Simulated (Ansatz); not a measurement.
# ZrW2Se2O6: reading a single point

```yaml
crystal:
  lattice:
    - [6.64256, -0.26438, 1.06688]
    - [-1.77017, 5.80736, 0.34809]
    - [0.67610, 0.05289, 5.06095]
  atoms:
    - { symbol: Se, position: [0.07096, 0.80877, 0.70609] }
    - { symbol: Se, position: [0.24180, 0.93226, 0.11593] }
    - { symbol: Zr, position: [0.35239, 0.41856, 0.66651] }
    - { symbol: W, position: [0.92747, 0.44317, 0.19254] }
    - { symbol: W, position: [0.64841, 0.89011, 0.19083] }
    - { symbol: O, position: [0.66735, 0.82041, 0.68655] }
    - { symbol: O, position: [0.41109, 0.32363, 0.14818] }
    - { symbol: O, position: [0.89645, 0.17633, 0.74087] }
    - { symbol: O, position: [0.54986, 0.08153, 0.66361] }
    - { symbol: O, position: [0.95426, 0.01117, 0.42369] }
    - { symbol: O, position: [0.67916, 0.33172, 0.86386] }
```

The numbers come from plane-wave PAW DFT (Ansatz): RPBE, no spin polarisation, 420 eV, 3×3×4 (shifted by 0, 0.5, 0.5 steps) k points, gaussian occupations (width 0.0151 eV). Nothing was relaxed.

Q: What happens at the Fermi level?

A: It is a metal, with about 11 states/eV a cell as the mean within 0.25 eV of the Fermi level, mostly W d (45 %) and O p (32 %).

Q: Is the cell too large or too small?

A: The pressure is -19.0 GPa (compression positive), so with the atoms held at these fractions the cell would first shrink; the forces are large, so a full relaxation may end otherwise. The principal stresses -28.4, -15.4, -13.2 GPa differ, so its shape would change too.

Q: What do density and ELF say about some of the short contacts?

A: O–O at 1.94 Å: least valence density 0.52 e/Å³ and ELF 0.21 there. Se–O at 2.31 Å: least valence density 0.42 e/Å³ and ELF 0.35 there. W–O at 2.59 Å: least valence density 0.25 e/Å³ and ELF 0.16 there. These are pseudo-fields; inside the PAW spheres they differ from the all-electron ones.

Q: Where is the largest force?

A: The largest is on O6: 4.54 eV/Å, components (-2.16, -3.88, 0.92). It makes 151° with the line to a nearest neighbour, O10 at 1.97 Å, pointing away from it.

Origin: a disordered cell, so it need not be a known compound. Caveats: many states at the Fermi level without spin polarisation, so a magnetic state may lie lower; the k mesh is coarse if the cell is a metal; atoms or cell far from equilibrium; forces of this functional can be a tenth off on these datasets.
